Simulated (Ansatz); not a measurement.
BaTe:
```yaml
crystal:
  lattice:
    - [0.00000, 3.53225, 3.53225]
    - [3.53225, 0.00000, 3.53225]
    - [3.53225, 3.53225, 0.00000]
  atoms:
    - { symbol: Ba, position: [0.00000, 0.00000, 0.00000] }
    - { symbol: Te, position: [0.50000, 0.50000, 0.50000] }
```

Relaxed with PBE. Special points in fractions of this cell's reciprocal vectors: Γ (0.000, 0.000, 0.000); X (0.500, 0.000, 0.500); U (0.625, 0.250, 0.625); K (0.375, 0.375, 0.750); L (0.500, 0.500, 0.500); W (0.500, 0.250, 0.750).

### Question
List the band energies nearest the valence-band maximum at these points for DFT-PBE in the program Ansatz with PAW potentials.

### Answer
In eV from the valence-band maximum; about four levels below and three above (degenerate sets whole), none deeper than 8.9 eV; points with the same levels are listed once.

| k | below | above |
|---|---|---|
| Γ | 0.00 0.00 0.00 | 2.87 3.02 3.02 3.02 |
| X | -1.06 -0.35 -0.35 | 1.66 4.47 4.60 |
| U | -1.18 -0.99 -0.70 | 2.64 4.94 5.14 |
| L | -8.77 -2.10 -1.01 -1.01 | 4.11 4.77 4.91 4.91 |
| W | -1.18 -0.87 -0.87 | 3.52 3.52 4.81 |

Space group Fm-3m (rock salt). The PBE relaxation kept the symmetry of its start; of distortions, only those at the zone centre were tested. Scalar-relativistic: spin–orbit coupling is off unless named, which matters more the heavier the elements.

Potentials: the later of the program's two PAW sets.
